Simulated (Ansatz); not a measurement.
Stress against strain in TiSb

```
CELL_PARAMETERS angstrom
4.10330 0.00000 0.00000
-2.05165 3.55356 0.00000
0.00000 0.00000 6.28360
ATOMIC_POSITIONS crystal
Ti 0.00000 0.00000 0.00000
Ti 0.00000 0.00000 0.50000
Sb 0.33333 0.66667 0.25000
Sb 0.66667 0.33333 0.75000
```

Atom numbers follow the list: Ti1, Ti2, Sb3, Sb4.

The conventional cell has a = 4.103 Å, b = 4.103 Å, c = 6.284 Å, α = 90.00°, β = 90.00°, γ = 120.00°. Ti (atom 1) has 6 Sb at 2.84 Å and 2 Ti at 3.14 Å as nearest neighbours. Around Sb (atom 3) lie 6 Ti at 2.84 Å.

The cell comes from COD entry 1531830, which wasn't checked; take it as a given geometry.

Spin–orbit coupling is left out, though it moves levels of the heavy atoms by tenths of an eV or more.

Computed with Ansatz 0.2.0, DFT, LDA, all-electron LAPW, scalar-relativistic.

Sampling and basis: a Γ-centred 12×12×7 k mesh, Fermi–Dirac smearing of 0.03 eV, basis error target 1 meV/atom, no spin polarisation.

The strain is applied along the Cartesian axes of the cell as listed (the other components stay zero). Fractional coordinates are held (clamped ions).

σ is the change of stress from the unstrained cell, which is at -8.49 GPa; tension is positive, so slopes are stress–strain coefficients at that pressure. In a metal the k mesh adds noise.

Only quantities that a quadratic follows smoothly over the whole series are listed; rougher ones are left out.

```
    εzz  σzz (GPa)  σxx (GPa)
-0.0200      -2.45      -1.16
-0.0100      -1.18      -0.57
 0.0000       0.00       0.00
 0.0200       2.07       1.06
```

Fit the series and read off the stiffness at zero strain.

Least-squares fits y = p0 + p1 x + p2 x² to the rows give σzz (GPa): p1 = 113, p2 = -470; σxx (GPa): p1 = 55.5, p2 = -120. So C33 = 113 GPa and C13 = 56 GPa, for these axes.

One run, at εzz = 0.0100, is withheld. Predict its row.

The fits give 1.08, 0.54; the run gave 1.08, 0.54.
